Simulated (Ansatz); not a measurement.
C:
```yaml
crystal:
  lattice:
    - [2.12063, -4.36948, 0.00000]
    - [2.12063, 4.36948, 0.00000]
    - [0.00000, 0.00000, 2.50469]
  atoms:
    - { symbol: C, position: [0.40474, 0.22633, 0.00000] }
    - { symbol: C, position: [0.59526, 0.77367, 0.00000] }
    - { symbol: C, position: [0.22633, 0.40474, 0.00000] }
    - { symbol: C, position: [0.77367, 0.59526, 0.00000] }
    - { symbol: C, position: [0.01867, 0.35183, 0.50000] }
    - { symbol: C, position: [0.98133, 0.64817, 0.50000] }
    - { symbol: C, position: [0.35183, 0.01867, 0.50000] }
    - { symbol: C, position: [0.64817, 0.98133, 0.50000] }
```

This is the r²SCAN-relaxed structure. x, y and z are the axes in which the lattice vectors are written.

Task: All from DFT-r²SCAN in the program Ansatz with PAW potentials, unless another level is named. Give the Young's modulus.

Result: 1070 GPa.

Task: And the elastic constants (relaxed ions, GPa)?

Result: C11 = 1150, C22 = 1120, C33 = 1240, C12 = 73.6, C13 = 23.0, C23 = 85.4, C44 = 529, C55 = 479, C66 = 385.

Space group Cmmm. The start of the workflow was typed in or built on a structure type; the Crystallography Open Database copy checked does not list it. It is not the phase usual at ambient conditions (space group No. 194, 227). Symmetry was held in the r²SCAN relaxation; its stability against distortions is not shown here.

Potentials: the earlier of the program's two PAW sets.
